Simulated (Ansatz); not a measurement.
## Step by step: Ru, relaxation of cell and atoms

The calculation used Ansatz 0.2.0, DFT, PBE, PAW with Ansatz's default frozen-core files, scalar-relativistic.

Command: `ansatz run input.yaml --threads 1 --pin off --max-ram 2048MiB --backend cpu --events-out ev --progress --plain --runs-dir out` The run took 26 s on 1 thread of Arm Neoverse V1, on a shared host, peak memory 0.35 GiB.

```yaml
crystal:
  lattice:
    - [2.5740393725, 0.0, 0.0]
    - [-1.2870196862, 2.2291834869, 0.0]
    - [0.0, 0.0, 4.1699437834]
  atoms:
    - { symbol: Ru, position: [0.3333333333, 0.6666666667, 0.25] }
    - { symbol: Ru, position: [0.6666666667, 0.3333333333, 0.75] }
kpoints:
  mp_grid: { grid: [16, 16, 9] }
scf:
  occupations: { method: fermi_dirac, width: 0.05 }
hamiltonian:
  xc: pbe
  pseudopotentials: { kind: paw }
output:
  forces: true
  stress: true
relax:
  f_tol: 0.005
  max_steps: 80
  cell: {}
```

The cell is built from the hcp type as a first guess.

The cutoff is 420 eV; energies and pressures of the walk include the program's estimate of the Pulay term.

Each frame lists the cell vectors (Å), then Cartesian positions (Å); symmetry keeps all forces zero. Free energies count from the first step, -11756.7641 eV.

The walk took 8 evaluations in all; steps that aren't listed are left out.

Step 1: E = 0.0 meV, P = 61.19 GPa

```
cell 2.5740 0.0000 0.0000 -1.2870 2.2292 0.0000 0.0000 0.0000 4.1699
Ru    0.0000    1.4861    1.0425
Ru    1.2870    0.7431    3.1275
```

Step 2:

```
cell 2.7001 0.0000 0.0000 -1.3500 2.3383 0.0000 0.0000 0.0000 4.3031
Ru    0.0000    1.5589    1.0758
Ru    1.3500    0.7794    3.2273
```

Step 3: E = -619.0 meV, P = 0.96 GPa

```
cell 2.7159 0.0000 0.0000 -1.3580 2.3521 0.0000 0.0000 0.0000 4.2946
Ru    0.0000    1.5680    1.0736
Ru    1.3580    0.7840    3.2209
```

Problem. Give the energy, pressure of step 2.

Solution. E = -611.8 meV, P = 4.11 GPa
```
Ru    0.0000    1.5589    1.0758
Ru    1.3500    0.7794    3.2273
```

Problem. How does the relaxation end?

Solution. It converges, with a = 2.723 Å, b = 2.723 Å, c = 4.288 Å, α = 90.00°, β = 90.00°, γ = 120.00° (conventional cell, space group P6_3/mmc). The last solve (on a basis chosen afresh for the final cell, so its energy is not quite comparable) gives E = -621.9 meV, P = 0.00 GPa:
```
cell 2.7226 0.0000 0.0000 -1.3613 2.3579 0.0000 0.0000 0.0000 4.2885
Ru    0.0000    1.5719    1.0721
Ru    1.3613    0.7860    3.2164
```
